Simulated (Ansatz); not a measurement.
**Y in Ansatz, vacancy hop by nudged elastic band**

Run with:

```bash
ansatz run input.yaml --threads 4 --pin off --max-ram 8192MiB --backend cpu --events-out ev --progress --plain --runs-dir out
```

input.yaml:

```yaml
crystal:
  lattice:
    - [7.3463214, 0.0, 0.0]
    - [-3.6731607, 6.36210566, 0.0]
    - [0.0, 0.0, 11.66134014]
  atoms:
    - { symbol: "Y", position: [0.17258969, 0.33557421, 0.12442436] }
    - { symbol: "Y", position: [0.17225484, 0.33764634, 0.62060972] }
    - { symbol: "Y", position: [0.33442853, 0.16703432, 0.8726824] }
    - { symbol: "Y", position: [0.17039081, 0.83617484, 0.12721864] }
    - { symbol: "Y", position: [0.33084951, 0.66992399, 0.37781069] }
    - { symbol: "Y", position: [0.16843522, 0.83525546, 0.62575706] }
    - { symbol: "Y", position: [0.33612169, 0.67232413, 0.87571982] }
    - { symbol: "Y", position: [0.66921598, 0.33165721, 0.12529994] }
    - { symbol: "Y", position: [0.84076923, 0.17414536, 0.37492741] }
    - { symbol: "Y", position: [0.66879859, 0.33281688, 0.62447423] }
    - { symbol: "Y", position: [0.83575031, 0.16828059, 0.87663662] }
    - { symbol: "Y", position: [0.66921887, 0.83514149, 0.1262442] }
    - { symbol: "Y", position: [0.83703875, 0.66894778, 0.37696214] }
    - { symbol: "Y", position: [0.66507367, 0.82994295, 0.62810889] }
    - { symbol: "Y", position: [0.83413027, 0.66658288, 0.87720796] }
kpoints:
  mp_grid: { grid: [2, 2, 2] }
magnetization:
  spin_polarized: false
scf:
  occupations: { method: fermi_dirac, width: 0.1 }
hamiltonian:
  pseudopotentials: { kind: paw }
  xc: pbesol
basis:
  ecutwfc: 420
neb:
  images: 3
  relax_end_points: true
  climbing: true
  f_tol: 0.1
  max_iterations: 40
  order_check: false
  final_atoms:
    - { symbol: "Y", position: [0.17258969, 0.33557421, 0.12442436] }
    - { symbol: "Y", position: [0.17225484, 0.33764634, 0.62060972] }
    - { symbol: "Y", position: [0.33442853, 0.16703432, 0.8726824] }
    - { symbol: "Y", position: [0.17039081, 0.83617484, 0.12721864] }
    - { symbol: "Y", position: [0.33084951, 0.66992399, 0.37781069] }
    - { symbol: "Y", position: [0.33512455, 1.17011127, 0.37672768] }
    - { symbol: "Y", position: [0.33612169, 0.67232413, 0.87571982] }
    - { symbol: "Y", position: [0.66921598, 0.33165721, 0.12529994] }
    - { symbol: "Y", position: [0.84076923, 0.17414536, 0.37492741] }
    - { symbol: "Y", position: [0.66879859, 0.33281688, 0.62447423] }
    - { symbol: "Y", position: [0.83575031, 0.16828059, 0.87663662] }
    - { symbol: "Y", position: [0.66921887, 0.83514149, 0.1262442] }
    - { symbol: "Y", position: [0.83703875, 0.66894778, 0.37696214] }
    - { symbol: "Y", position: [0.66507367, 0.82994295, 0.62810889] }
    - { symbol: "Y", position: [0.83413027, 0.66658288, 0.87720796] }
```

Origin of the cell: a database entry, scaled a little.

The cell is 2×2×2 cells of Y with one Y taken out; atom 6 (Y) hops into the empty site, 3.60 Å away before the end points are relaxed. All atoms were shaken by about 0.02 Å first.

Output (shortened):

```
Warning: neb: disabling space-group detection — the band's intermediate images generally break the endpoint symmetry, so no spatial operation reduces the k-mesh or symmetrises the density, ex […]
Pseudopotentials: kind: paw
Pseudopotential: Y, paw, valence charge 11, recommended cutoff 420 eV (normal), Y.paw.azcp
Functional definition: PBEsol
  exchange = pbesol_x
  correlation = pbesol_c
parallel-image band execution: 3 concurrent image workers
NEB image 0
Crystal: 15 atoms, lattice volume = 545.029 Å³
Basis set: ecut = 420 eV, 10635 PW (Γ), exchange–correlation on 100×100×160 points (8 copies of the dense FFT grid, shifted against one another)
Bands: 99, of which v1, the nominal top of the filled ones, is band 83 counted from 1 (82 counted from 0)
Symmetry: 1 space group operations
k-points: 8
[… 2 lines left out …]
Initial density: superposition of atomic densities (neutral atoms: chi_scale 0, normalization atom), corrected by the library's trained network
Functional: x = pbesol(κ = 0.804, μ = 0.123457), c = pbesol(β = 0.046)
SCF iter   1: F=—  HF=-56923.689938 eV  Δρ=3.81e-3  dr2=8.52e-1
SCF iter   2: F=—  HF=-56923.660583 eV  Δρ=1.81e-3  dr2=3.04e-2
SCF iter   3: F=—  HF=-56923.658264 eV  Δρ=9.25e-4  dr2=7.34e-3
[… 3 lines left out …]
SCF iter   7: F=—  HF=-56923.657146 eV  Δρ=9.99e-6  dr2=2.36e-6
SCF iter   8: F=—  HF=-56923.657146 eV  Δρ=2.80e-6  dr2=1.85e-7
SCF iter   9: F=-56923.657146 eV  HF=-56923.657146 eV  Δρ=8.58e-7  dr2=1.62e-8
NEB iter   1: max|band force component| = 5.508e-1 eV/Å  barrier→ = 1.0148 eV  barrier← = 1.0067 eV  Δτ_max = 0.1989 Å  (51 SCF iters)
NEB iter   2: max|band force component| = 2.884e-1 eV/Å  barrier→ = 0.6177 eV  barrier← = 0.6096 eV  CI = image 2  Δτ_max = 0.1566 Å  (30 SCF iters)
NEB iter   3: max|band force component| = 5.449e-2 eV/Å  barrier→ = 0.5289 eV  barrier← = 0.5209 eV  CI = image 2  Δτ_max = 0.0544 Å  (27 SCF iters)
NEB iter   4: max|band force component| = 8.958e-2 eV/Å  barrier→ = 0.5212 eV  barrier← = 0.5132 eV  CI = image 2  Δτ_max = 0.0000 Å  (7 SCF iters)
--- NEB band (5 images, 4 band iterations, 115 SCF iterations, 71 more in tests of the images' electronic states and relaxations of end points) ---
  forward barrier  = 0.521234 eV
  backward barrier = 0.513165 eV
  lagrangian_above_aufbau_ev (what the smearing adds, to first order; not taken off the barriers): saddle image -0.489897 eV, end points -0.554591 and -0.563222 eV
  climbing image's point = of an order that was not read
  energies are F+E_penalty+E_count in eV, relative to image 0
  image     s (Å)  Δ vs image 0  max|band force component| (eV/Å)
      0    0.0000      0.000000                                 —
      1    1.0051      0.219326                          7.314e-2
  *   2    2.0352      0.521234                          4.607e-2
      3    3.0590      0.224311                          8.958e-2
      4    4.0543      0.008069                                 —
```

The converged band:

```csv
image,path over all atoms (Å),ΔF (eV),Y x,y,z (Å)
0,0.00,0.000,-1.89,5.30,7.32
1,1.01,0.219,-1.92,5.81,6.66
2,2.04,0.521,-1.91,6.37,5.84
3,3.06,0.224,-1.86,6.94,5.02
4,4.05,0.008,-1.83,7.45,4.35
```

Relaxed start, forces in eV/Å:

```xyz
15
Lattice="7.346 0.000 0.000 -3.673 6.362 0.000 0.000 0.000 11.661" Properties=species:S:1:pos:R:3:forces:R:3 pbc="T T T" image=0
Y     0.029    2.196    1.434   -0.001    0.002    0.001
Y     0.027    2.195    7.326    0.001    0.005   -0.002
Y     1.848    1.074   10.211   -0.001   -0.002   -0.001
Y    -1.887    5.299    1.438   -0.003   -0.001    0.001
Y    -0.061    4.491    4.379    0.001    0.000    0.002
Y    -1.889    5.299    7.322   -0.002   -0.003    0.001
Y    -0.018    4.262   10.211   -0.002   -0.004   -0.002
Y     3.730    2.087    1.436    0.004   -0.002    0.000
Y     5.772    1.014    4.380   -0.002    0.001    0.000
Y     3.730    2.086    7.324    0.002    0.001    0.001
Y     5.541    1.094   10.209    0.000    0.004    0.005
Y     1.849    5.313    1.437   -0.001    0.001   -0.002
Y     3.516    4.064    4.381   -0.001    0.003   -0.002
Y     1.848    5.314    7.324    0.001   -0.002    0.000
Y     3.693    4.227   10.211    0.004   -0.002   -0.002
```

Highest image (2), forces in eV/Å:

```xyz
15
Lattice="7.346 0.000 0.000 -3.673 6.362 0.000 0.000 0.000 11.661" Properties=species:S:1:pos:R:3:forces:R:3 pbc="T T T" image=2
Y     0.025    2.098    1.368   -0.010   -0.012    0.015
Y    -0.094    2.516    7.373   -0.016   -0.008    0.024
Y     1.841    1.121   10.053   -0.002   -0.041   -0.017
Y    -1.838    5.265    1.624    0.001    0.042    0.015
Y     0.086    3.986    4.289    0.012   -0.006   -0.022
Y    -1.910    6.373    5.837    0.014    0.001    0.003
Y     0.022    4.311   10.336    0.007    0.016   -0.014
Y     3.701    2.072    1.334    0.001   -0.013    0.016
Y     5.575    0.856    4.423   -0.003    0.014    0.007
Y     3.772    2.417    7.394    0.005   -0.008    0.002
Y     5.536    1.143   10.203    0.005    0.046    0.008
Y     1.859    5.244    1.475    0.002   -0.045   -0.013
Y     3.563    3.853    4.296   -0.005    0.019   -0.004
Y     1.895    5.532    7.253   -0.004   -0.014   -0.008
Y     3.692    4.294   10.314   -0.007    0.007   -0.012
```

Relaxed end, forces in eV/Å:

```xyz
15
Lattice="7.346 0.000 0.000 -3.673 6.362 0.000 0.000 0.000 11.661" Properties=species:S:1:pos:R:3:forces:R:3 pbc="T T T" image=4
Y     0.031    2.146    1.465   -0.007   -0.003   -0.002
Y    -0.028    2.112    7.295   -0.003    0.000    0.001
Y     1.846    1.087   10.238    0.001    0.001    0.002
Y    -1.826    5.315    1.466    0.000   -0.003   -0.001
Y     0.024    4.249    4.356    0.001    0.001    0.000
Y    -1.827    7.452    4.352    0.002   -0.001    0.003
Y     0.024    4.247   10.237   -0.003   -0.001    0.000
Y     3.663    2.144    1.466    0.006   -0.003   -0.001
Y     5.522    1.075    4.348   -0.001   -0.004   -0.006
Y     3.728    2.106    7.296   -0.002   -0.001    0.001
Y     5.521    1.072   10.244    0.001    0.002    0.005
Y     1.847    5.291    1.465    0.000    0.008    0.003
Y     3.671    4.246    4.351    0.000    0.001    0.001
Y     1.858    5.362    7.297    0.000    0.003   -0.001
Y     3.669    4.244   10.244    0.004    0.000   -0.005
```

Barrier of this path: 0.52 eV forwards, 0.51 eV backwards, after 4 band iterations.

Caveats: no moments, though an odd count or open d shells may carry them; the k mesh is coarse if the cell is a metal; a small cell with a neutral vacancy and no spin, whose shape can make like sites unlike; the cell is held at a rescaled volume, and strain moves barriers; the hop was drawn among near neighbours and need not be the easiest path; few images and a loose tolerance, and neither the top nor the ends were tested for their order.

The run took 110 s on 4 threads of AMD EPYC 7B13 (Zen 3), on a shared host, peak memory 2.4 GiB, from the program's own first density.
